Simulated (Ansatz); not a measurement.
Input:

Starting cell, Sr (fcc, Cu type):

```yaml
crystal:
  lattice:
    - [6.02892, 0.00000, 0.00000]
    - [0.00000, 6.02892, 0.00000]
    - [0.00000, 0.00000, 6.02892]
  atoms:
    - { symbol: Sr, position: [0.00000, 0.00000, 0.00000] }
    - { symbol: Sr, position: [0.50000, 0.50000, 0.00000] }
    - { symbol: Sr, position: [0.50000, 0.00000, 0.50000] }
    - { symbol: Sr, position: [0.00000, 0.50000, 0.50000] }
```

Scan: atom 3 (Sr, nearest neighbour Sr at 4.263 Å; its periodic images, 6.0 Å or more away, move with it) is displaced along Cartesian z, direction (0.000, 0.000, 1.000) in Cartesian axes, by s. The other atoms stay.

Level of theory: PBE (plane waves to 420 eV, PAW, scalar-relativistic; Ansatz, a first-principles code). k mesh 6×6×6 (Γ-centred), Fermi-Dirac smearing 0.05 eV. The energy includes the smearing's −TS. With partly filled bands, energies and forces of such displacements shift with the k mesh and the smearing. Sr was relaxed with its symmetry unable to fall. The zero of ΔE is the undisplaced structure.

The scan covers s from -1.280 to 1.280 Å in 11 points.

Task: Is this a single well or a double well?

Result: A single well with its minimum at or next to zero displacement.

Task: Is the energy the same for equal positive and negative displacements?

Result: Even: the same for both signs. With its periodic images moving along, the atom's site symmetry in this cell is m-3m.

Task: What is the force constant k = d²E/ds² of this move at s = 0?

Result: 1.80 eV/Å².

(For displaced atoms, the force is minus the slope of the energy, and its curvature is a force constant, which sets phonon frequencies.)
